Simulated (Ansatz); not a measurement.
BN (h-BN type, space group P6_3/mmc)

```cif
data_B2N2
_chemical_formula_sum 'B2 N2'
_space_group_name_H-M_alt 'P 1'
_space_group_IT_number 1
_cell_length_a 2.49985
_cell_length_b 2.49985
_cell_length_c 6.41293
_cell_angle_alpha 90.000
_cell_angle_beta 90.000
_cell_angle_gamma 120.000
loop_
_space_group_symop_operation_xyz
  'x, y, z'
loop_
_atom_site_label
_atom_site_type_symbol
_atom_site_fract_x
_atom_site_fract_y
_atom_site_fract_z
_atom_site_occupancy
B1 B 0.33333 0.66667 0.25000 1
B2 B 0.66667 0.33333 0.75000 1
N1 N 0.33333 0.66667 0.75000 1
N2 N 0.66667 0.33333 0.25000 1
```

The volume is varied about the relaxed value V₀ at fixed cell shape. Symmetry pins the atoms to their sites.

These are PBEsol-D3(BJ) (plane waves to 420 eV, PAW, scalar-relativistic; Ansatz, a program for electronic structure) values and carry that method's errors. k mesh 15×15×5 (Γ-centred), Fermi-Dirac smearing 0.05 eV. The energy includes the smearing's −TS. Stress and pressure are positive under compression. BN was relaxed with its symmetry unable to fall. The PAW data are Ansatz's earlier set. ΔE is measured from the relaxed starting cell.

Predict the ΔE (meV/atom) and P (GPa) at V/V₀ = 0.900, 0.920, 0.940, 0.960, 0.980, 1.020, 1.060, 1.100.


```json
[
 {"V/V₀": "0.900", "ΔE (meV/atom)": "81.3", "P (GPa)": "32.7"},
 {"V/V₀": "0.920", "ΔE (meV/atom)": "50.3", "P (GPa)": "24.8"},
 {"V/V₀": "0.940", "ΔE (meV/atom)": "27.3", "P (GPa)": "17.7"},
 {"V/V₀": "0.960", "ΔE (meV/atom)": "11.8", "P (GPa)": "11.2"},
 {"V/V₀": "0.980", "ΔE (meV/atom)": "2.9", "P (GPa)": "5.3"},
 {"V/V₀": "1.020", "ΔE (meV/atom)": "2.7", "P (GPa)": "-4.9"},
 {"V/V₀": "1.060", "ΔE (meV/atom)": "22.7", "P (GPa)": "-13.4"},
 {"V/V₀": "1.100", "ΔE (meV/atom)": "59.6", "P (GPa)": "-20.4"}
]
```

(Under strain, the slope of the energy per volume gives the stress and its curvature an elastic modulus.)
